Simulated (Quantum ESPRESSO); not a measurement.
AlGe$_{6}$N (made-up cell) (calculated)

Computed with Quantum ESPRESSO 7.5. Calculation on a made-up crystal cell, not a measurement: periodic Kohn-Sham density functional theory in plane waves with PseudoDojo standard norm-conserving scalar-relativistic pseudopotentials, each functional with its own files (v0.5 for PBE, v0.4.1 for LDA and PBEsol), no spin polarisation, no spin-orbit coupling, atoms not relaxed, stress positive in tension, energies less a fixed whole-eV offset for each atom's element; levels are Kohn-Sham levels at fractions of this cell's reciprocal vectors, counted from the reference band (half the neutral cell's valence electrons, rounded up) at Gamma; error bars cover cutoff and k-mesh only, not smearing or the files; added strain carries the atoms with the cell, and shear is the tensor component; each bar is the largest change over components, and at least 0.002 eV, 0.002 eV per angstrom or 0.02 GPa; energies are for the whole cell, and the offsets were chosen from early runs and are not element reference energies.

## AlGe$_{6}$N (made-up cell)

Unstrained structure:
```cif
# cell vector a (Å): 5.9654 -0.1007 -0.0366
# cell vector b (Å): -0.1007 5.9548 0.0806
# cell vector c (Å): -0.0366 0.0806 5.8371
data_AlGe6N
_symmetry_space_group_name_H-M 'P 1'
_symmetry_Int_Tables_number 1
_cell_length_a 5.9664
_cell_length_b 5.9562
_cell_length_c 5.8378
_cell_angle_alpha 88.428
_cell_angle_beta 90.724
_cell_angle_gamma 91.940
_cell_volume 207.24
loop_
_atom_site_label
_atom_site_type_symbol
_atom_site_fract_x
_atom_site_fract_y
_atom_site_fract_z
_atom_site_occupancy
Ge1 Ge 0.98114 0.00607 0.99951 1
Al1 Al 0.02027 0.50624 0.51432 1
Ge2 Ge 0.49526 0.01750 0.49975 1
Ge3 Ge 0.49218 0.51201 0.01539 1
Ge4 Ge 0.24574 0.25621 0.24921 1
Ge5 Ge 0.22819 0.73427 0.74396 1
N1 N 0.74395 0.25478 0.76262 1
Ge6 Ge 0.74585 0.75687 0.24452 1
```

| Quantity | Value |
| --- | --- |
| lattice type | zincblende/diamond |
| functional | pbe |
| cutoff | 1143 eV |
| fermi dirac smearing | 0.1 eV |
| scf tolerance | 1e-07 eV |
| electrons removed | 0 |
| added strain kind | uniform |
| added strain | 0.006 |
| k mesh | 6 x 6 x 6, shifted by half a step |
| structure shown | before the added strain of 0.006 |
| free energy less offsets | 2.894 eV |
| smearing term minus ts | -0.07519 eV |
| scf iterations | 11 |
| pressure | -7.1 GPa |
| stress xx | 7.827 GPa |
| stress yy | 7.226 GPa |
| stress zz | 6.247 GPa |
| stress yz | -0.5368 GPa |
| stress xz | -1.023 GPa |
| stress xy | -2.352 GPa |
| fermi level | -0.1154 eV |
| reference band | 46 |
| error bar energy | 0.002301 eV |
| error bar stress | 0.02 GPa |
| error bar force | 0.005807 eV/Å |
| error bar next band up | 0.002 eV |
| error bar fermi level | 0.01153 eV |
| error bars from | tighter rerun of a related cell |

Atoms:
```csv
atoms element,atom site,atom energy offset (eV)
Ge,1,-2430
Al,2,-64
Ge,3,-2430
Ge,4,-2430
Ge,5,-2430
Ge,6,-2430
N,7,-283
Ge,8,-2430
```

Forces:
```csv
site,x (eV/Å),y (eV/Å),z (eV/Å)
1,-0.2247,0.8434,-1.173
2,-2.427,-1.861,-1.021
3,0.6904,-0.07404,0.8993
4,0.2562,-0.4447,-1.04
5,-0.3512,0.02818,0.1786
6,1.518,1.911,1.481
7,0.3915,-0.2529,-0.3613
8,0.1472,-0.1497,1.035
```

Levels:
```csv
level k point,next band up (eV)
Gamma,0.06261
"(1/2,1/2,1/2)",-0.168
"(0.15,0,0)",0.09751
"(0,0.15,0)",0.06214
"(0,0,0.15)",0.05854
```
